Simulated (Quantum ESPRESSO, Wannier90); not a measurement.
Wannierisation of BeS (zinc blende)

Cell from Materials Project (mp-422), symmetrised, no further relaxation. COD (Crystallography Open Database) has an entry of this formula and space group (matched by these alone). Method: PBEsol plane waves in Quantum ESPRESSO 7.5 (PseudoDojo norm-conserving files, 71 Ry, no spin polarisation, no spin-orbit coupling), Bloch states on a 12×12×12 mesh through Γ, Wannier90 4.0.1. Density: 12×12×12 mesh, cold smearing 0.01 Ry.

```
begin unit_cell_cart
ang
    0.0000000000    2.4351500000    2.4351500000
    2.4351500000    0.0000000000    2.4351500000
    2.4351500000    2.4351500000    0.0000000000
end unit_cell_cart
mp_grid = 12 12 12
```

Neighbour vectors b of the finite-difference formula (Å⁻¹), by shell:

| shell | b_x | b_y | b_z |
|---|---|---|---|
| 1 | 0.10751 | 0.10751 | -0.10751 |
| 1 | 0.10751 | -0.10751 | 0.10751 |
| 1 | -0.10751 | 0.10751 | 0.10751 |
| 1 | 0.10751 | 0.10751 | 0.10751 |
| 1 | -0.10751 | -0.10751 | 0.10751 |
| 1 | -0.10751 | 0.10751 | -0.10751 |
| 1 | 0.10751 | -0.10751 | -0.10751 |
| 1 | -0.10751 | -0.10751 | -0.10751 |

Task: Find the weights w_b from the completeness condition Σ_b w_b b_α b_β = δ_αβ.

Result: Shell 1: Σ b_x² = 0.092, Σ b_y² = 0.092, Σ b_z² = 0.092 Å⁻²
Each of the three diagonal sums, weighted, has to give 1 and the off-diagonal ones 0, which holds for w_1 = 10.8 Å². Check on xx: 10.81×0.092 = 0.99.

On this mesh the 4 functions of bands 2-5 (valence bands; start: s functions at the bond centres, conv_tol = 1.0e-6) end with spreads 1.2844, 1.2844, 1.2844, 1.2844 Å², Ω_I = 4.5255 Å² and Ω_D = 0.0006 Å².

Ω_total is the sum of the spreads, 5.138 Å². Ω_OD = Ω_total − Ω_I − Ω_D = 0.611 Å². Only (Ω_D + Ω_OD)/Ω_total = 11.9 % depends on the gauge, and another start could lower the total by that share at most. The rms radius is √(Ω_total/4) = 1.13 Å.
